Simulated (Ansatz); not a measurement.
CdGaO₃:
```cif
data_CdGaO3
_chemical_formula_sum 'Ga1 Cd1 O3'
_space_group_name_H-M_alt 'P4mm'
_space_group_IT_number 99
_space_group_name_Hall 'P 4 -2'
_cell_length_a 3.44209
_cell_length_b 3.44209
_cell_length_c 5.07651
_cell_angle_alpha 90.000
_cell_angle_beta 90.000
_cell_angle_gamma 90.000
loop_
_atom_site_label
_atom_site_type_symbol
_atom_site_symmetry_multiplicity
_atom_site_Wyckoff_symbol
_atom_site_fract_x
_atom_site_fract_y
_atom_site_fract_z
_atom_site_occupancy
Ga1 Ga 1 b 0.50000 0.50000 0.62621 1
Cd1 Cd 1 a 0.00000 0.00000 0.14154 1
O1 O 2 c 0.00000 0.50000 0.46933 1
O2 O 1 b 0.50000 0.50000 0.98379 1
```

Relaxed at zero pressure with the program Ansatz at the r²SCAN+D4 level (PAW).

Task: The volume is lowered by 9 % and shape and atoms relax at that volume. What pressure results, and how do the axes share the change?

Result: 14.9 GPa; a -2.4 %, b -2.4 %, c -4.4 %; the energy rises by 46 meV/atom.

Task: Give the new structure.

Result: 
Space group P4mm (No. 99); a = b = 3.3584 Å, c = 4.8527 Å, α = β = γ = 90.00°

| atom | site | symmetry | x | y | z |
|---|---|---|---|---|---|
| Ga | 1b | 4mm | 0.5000 | 0.5000 | 0.6287 |
| Cd | 1a | 4mm | 0.0000 | 0.0000 | 0.1286 |
| O | 2c | 2mm. | 0.0000 | 0.5000 | 0.4679 |
| O | 1b | 4mm | 0.5000 | 0.5000 | 0.9970 |

The phase is kept; no other phase was compared at this pressure.

The start of the workflow was typed in or built on a structure type; neither database checked (COD, Materials Project) lists it. Whether it is the stable phase at ambient conditions was not checked. The r²SCAN+D4 relaxation kept the symmetry of its start; its stability against distortions is not shown here.

Potentials: the earlier of the program's two PAW sets.
